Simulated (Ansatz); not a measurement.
LaFeAsO:
```
CELL_PARAMETERS angstrom
      3.96488     0.00000     0.00000
      0.00000     3.96488     0.00000
      0.00000     0.00000     8.48208
ATOMIC_POSITIONS crystal
  La 0.00000 0.50000 0.14687
  La 0.50000 0.00000 0.85313
  Fe 0.50000 0.50000 0.50000
  Fe 0.00000 0.00000 0.50000
  As 0.00000 0.50000 0.63905
  As 0.50000 0.00000 0.36095
  O  0.50000 0.50000 0.00000
  O  0.00000 0.00000 0.00000
```

Relaxed with PBEsol. Special points in fractions of this cell's reciprocal vectors: Γ (0.000, 0.000, 0.000); X (0.000, 0.500, 0.000); M (0.500, 0.500, 0.000); Z (0.000, 0.000, 0.500); R (0.000, 0.500, 0.500); A (0.500, 0.500, 0.500).

List the band energies nearest the Fermi level at these points for PBEsol in the plane-wave PAW code Ansatz.

In eV from the Fermi level; about four levels below and three above (degenerate sets whole), none deeper than 8.9 eV; points with the same levels are listed once.

```
k                          below                above
-  -----------------------------  -------------------
Γ        -2.26 -0.75 -0.09 -0.03       0.18 0.18 0.67
X        -0.93 -0.93 -0.40 -0.40  1.30 1.30 1.55 1.55
M        -0.48 -0.48 -0.17 -0.17  0.95 0.95 2.93 2.93
Z  -2.33 -2.33 -2.26 -0.61 -0.03       0.07 0.18 0.18
R        -0.91 -0.91 -0.44 -0.44  1.47 1.47 1.65 1.65
A        -0.49 -0.49 -0.17 -0.17  0.95 0.95 2.98 2.98
```

Space group P4/nmm. The workflow started from a Materials Project entry (that database holds measured and hypothetical structures alike); the Crystallography Open Database files this formula in space group No. 129, but the cells were not matched. Whether it is the stable phase at ambient conditions was not checked. Symmetry was held in the PBEsol relaxation; its stability against distortions is not shown here. The workflow began spin-polarised and lost its moments. No Hubbard U is applied. The compound may be a true metal, but semilocal functionals without U, or a wrong spin order, can also close a gap. Scalar-relativistic: spin–orbit coupling is off unless named, which matters more the heavier the elements.

Potentials: the later of the program's two PAW sets.
